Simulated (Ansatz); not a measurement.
Self-consistent states of EuF2 in the fluorite structure

**Measured values to compare with.**

From “Antiferromagnetic Order in the Rare Earth Halide Perovskites CsEuBr3 and CsEuCl3”, 2022, arxiv:2207.14330, for a powder of EuF2: Néel temperature 1 K.

The calculation is set against this at the end.

All numbers are calculated (PBEsol+U, U = 8.0 eV, J = 0.9 eV (Liechtenstein form) on Eu f, fully localised double counting, scalar-relativistic datasets, 420 eV, PAW set soft_2 (made for PBE), 6×6×6 mesh, Gaussian smearing of 0.05 eV) with the plane-wave PAW code Ansatz.

```
CELL_PARAMETERS angstrom
0.00000 2.89800 2.89800
2.89800 0.00000 2.89800
5.79600 5.79600 0.00000
ATOMIC_POSITIONS crystal
Eu 0.00000 0.00000 0.00000
F 0.25000 0.25000 0.12500
F 0.75000 0.75000 0.37500
Eu 0.00000 0.00000 0.50000
F 0.25000 0.25000 0.62500
F 0.75000 0.75000 0.87500
```

The structure type is one reported for this compound, at the reported volume. The cell shown is twice the primitive one, so that more magnetic patterns fit.

Cell and atoms stay fixed, and the cell was started in 6 ways, without spin–orbit coupling. The starts were built for 7 f electrons on Eu, a formal count that the converged states needn't keep. Starting moments of the plain starts: Eu1 7.00; Eu4 -7.00 μB (atoms counted from 1).

Energies count from the lowest free state found; constrained states (a lock kept on the moments, or spin off) can lie above or below free ones. A natural orbital (eigenvector of a shell's occupation matrix) is counted as filled above 0.75 (0.9 in a metal) and as partly filled from 0.35 up to that; ↑ and ↓ are the spin channels.

```csv
state,reached from,ΔE (meV/atom),gap (eV),P (GPa),cell spin moment (μB),site spin moments (μB),shell filling,Hubbard energy (eV/cell),flags
1,"typed shells with each spin channel wholly full or empty (7+0 electrons), held for 5 iterations; from atoms, symmetry kept, no search; from atoms, default search; 2 more",0.0,3.04,0.1,0.00,"Eu 6.76, -6.76","Eu 7↑ 0↓, 7.01 e; Eu 0↑ 7↓, 7.01 e",0.19,–
2,"random orbitals: single harmonics, lower spin (5+2, 6+1 electrons) (draw 4)",639.6,0.69,-0.5,-4.00,"Eu 2.91, -6.76","Eu 5↑ 2↓, 7.02 e; Eu 0↑ 7↓, 7.01 e",-1.40,"possible saddle point, occupations loosely converged"
```

The lowest free state (state 1) has a gap of 3.04 eV. Its natural occupations are Eu1 spin up: 1.00 1.00 1.00 1.00 1.00 1.00 1.00; Eu1 spin down: 0.00 0.00 0.00 0.00 0.00 0.00 0.01; Eu4 spin up: 0.00 0.00 0.00 0.00 0.00 0.00 0.01; Eu4 spin down: 1.00 1.00 1.00 1.00 1.00 1.00 1.00.

State 2 lies 639.6 meV/atom higher, or 3.84 eV per cell. It has a gap of 0.69 eV and a whole-number cell moment of 4 μB, as a collinear insulator must have; natural occupations Eu1 spin up: 0.00 0.01 1.00 1.00 1.00 1.00 1.00; Eu1 spin down: 0.00 0.00 0.00 0.00 0.01 1.00 1.00; Eu4 spin up: 0.00 0.00 0.00 0.00 0.00 0.00 0.01; Eu4 spin down: 1.00 1.00 1.00 1.00 1.00 1.00 1.00. On Eu1, N↑ − N↓ is 2.99 in size in state 2 against 6.97 in state 1: with fewer parallel spins, state 2 lacks part of the exchange energy behind Hund's first rule. The Hubbard term of the energy is 0.19 eV per cell in state 1 and -1.40 eV in state 2. Of the difference of 3.84 eV per cell, the Hubbard term gives -1.59 eV and all other terms 5.43 eV, so the other terms decide the order against the Hubbard term. In the Liechtenstein form the double counting takes out a Hund's exchange of the size of J, which can exceed what the functional holds; that favours the lower spin, so the cost of lowering it is probably understated. The other terms are taken on each state's own density, so they aren't the result of a run without U.

Every start opposed the Eu moments, so their parallel order wasn't tried.

Opposed moments on the two ions of this cell turn 6 of the 12 nearest magnetic neighbours at 4.10 Å against each other; some of these neighbours are also nearest neighbours of each other, so no collinear order can turn them all.

Measured magnetic order: antiferromagnetic, with a Néel temperature of 1 K (powder; quoted in “Antiferromagnetic Order in the Rare Earth Halide Perovskites CsEuBr3 and CsEuCl3”, 2022, arxiv:2207.14330). The lowest state here has opposed moments too, though the pattern run needn't be the measured one.

A still lower state can't be excluded. In the lowest free state the Eu 4f shell holds 7.01 electrons, the count of the divalent ion that the formula's charges ask for. Without spin–orbit coupling, which is strong for such heavy shells, the order of states can differ from the real one. The value of U was drawn from a range and not derived for this compound; another value can change gaps, moments and the order of states. Gaps are Kohn–Sham gaps over the k-mesh alone and may be smaller between its points. Site moments are integrated in small spheres and here fall short of the shell's N↑ − N↓.
